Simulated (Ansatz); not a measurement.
AlNi$_{3}$ (Cu3Au type)

```xyz
4
Lattice="3.5668 0.0000 0.0000 0.0000 3.5668 0.0000 0.0000 0.0000 3.5668" Properties=species:S:1:pos:R:3 pbc="T T T"
Ni     0.0000     1.7834     1.7834
Ni     1.7834     1.7834     0.0000
Ni     1.7834     0.0000     1.7834
Al     0.0000     0.0000     0.0000
```

Scan: atom 1 (Ni, nearest neighbour Ni at 2.522 Å; its periodic images, 3.6 Å or more away, move with it) is displaced towards the nearest neighbour, direction (-0.707, -0.707, 0.000) in Cartesian axes, by s. The other atoms stay.

Computed with PBE (plane waves to 420 eV, PAW, scalar-relativistic; Ansatz, a first-principles code). k mesh 11×11×11 (Γ-centred), Fermi-Dirac smearing 0.05 eV. The energy includes the smearing's −TS. With partly filled bands, energies and forces of such displacements shift with the k mesh and the smearing. AlNi3 was relaxed with its symmetry unable to fall. Relaxed AlNi3 ends ferromagnetic. The magnetic order is the one the run started from; other orders were not tried. ΔE is measured from the undisplaced structure. The last digit holds for this mesh only.

```json
[
 {"s (Å)": "-0.500", "ΔE (meV/cell)": "1302.9"},
 {"s (Å)": "-0.400", "ΔE (meV/cell)": "776.6"},
 {"s (Å)": "-0.300", "ΔE (meV/cell)": "412.9"},
 {"s (Å)": "-0.200", "ΔE (meV/cell)": "176.0"},
 {"s (Å)": "-0.100", "ΔE (meV/cell)": "42.9"},
 {"s (Å)": "0.000", "ΔE (meV/cell)": "0.0"},
 {"s (Å)": "0.100", "ΔE (meV/cell)": "42.9"},
 {"s (Å)": "0.200", "ΔE (meV/cell)": "176.0"},
 {"s (Å)": "0.300", "ΔE (meV/cell)": "412.9"},
 {"s (Å)": "0.400", "ΔE (meV/cell)": "776.6"},
 {"s (Å)": "0.500", "ΔE (meV/cell)": "1302.9"}
]
```

Problem. What force constant k = d²E/ds² at s = 0 does the table give?

Solution. 8.5 eV/Å². It is the second difference of the nearest points, corrected with the next pair.

Problem. With k = 8.50 eV/Å² from the forces, is the well harmonic out to s = 0.500 Å?

Solution. ½ks² = 1063 meV/cell against the computed 1303 meV/cell, so the well is stiffer than harmonic there.

(A displaced cell: forces are minus the slopes of the energy, force constants its curvatures, and phonons follow from these.)
